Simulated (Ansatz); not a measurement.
Mo3Te4 (space group R-3)

```
CELL_PARAMETERS angstrom
      5.05309     2.91740     3.90901
     -5.05309     2.91740     3.90901
      0.00000    -5.83480     3.90901
ATOMIC_POSITIONS crystal
  Te 0.28926 0.28926 0.28926
  Te 0.71074 0.71074 0.71074
  Te 0.87913 0.61752 0.24755
  Te 0.12087 0.38248 0.75245
  Te 0.24755 0.87913 0.61752
  Te 0.75245 0.12087 0.38248
  Te 0.61752 0.24755 0.87913
  Te 0.38248 0.75245 0.12087
  Mo 0.95422 0.25792 0.08050
  Mo 0.04578 0.74208 0.91950
  Mo 0.08050 0.95422 0.25792
  Mo 0.91950 0.04578 0.74208
  Mo 0.25792 0.08050 0.95422
  Mo 0.74208 0.91950 0.04578
```

E(V) scan at fixed shape, V₀ the volume above. The atoms relax within the cell's symmetry.

The numbers are results of PBEsol (plane waves to 420 eV, PAW, scalar-relativistic; Ansatz, a program for electronic structure), not measurements. k mesh 6×6×6 (Γ-centred), Fermi-Dirac smearing 0.05 eV. E stands for the smeared free energy. With the shape held, the modulus is that of even scaling; a crystal free to change shape is softer. At this level the bands of Mo3Te4 touch or barely overlap. Mo3Te4 is run without spin polarisation. Mo3Te4 was relaxed with its symmetry unable to fall. Spin-orbit coupling is left out, though Te is heavy. ΔE is measured from the relaxed starting cell. The last digit holds for this mesh only.

| V (Å³/atom) | ΔE (meV/atom) |
|---|---|
| 23.215 | 14.2 |
| 23.586 | 7.6 |
| 23.956 | 3.2 |
| 24.326 | 0.8 |
| 24.697 | 0.0 |
| 25.067 | 0.7 |
| 25.438 | 2.7 |
| 25.808 | 5.9 |
| 26.179 | 10.1 |

Question: What is the fitted pressure derivative B₀′?

Answer: 7.6.

Question: What bulk modulus at fixed cell shape B₀ follows from a third-order Birch-Murnaghan fit?

Answer: 42.9 GPa.

(A scan under strain: stresses follow from slopes of the energy per volume, elastic moduli from its curvatures.)
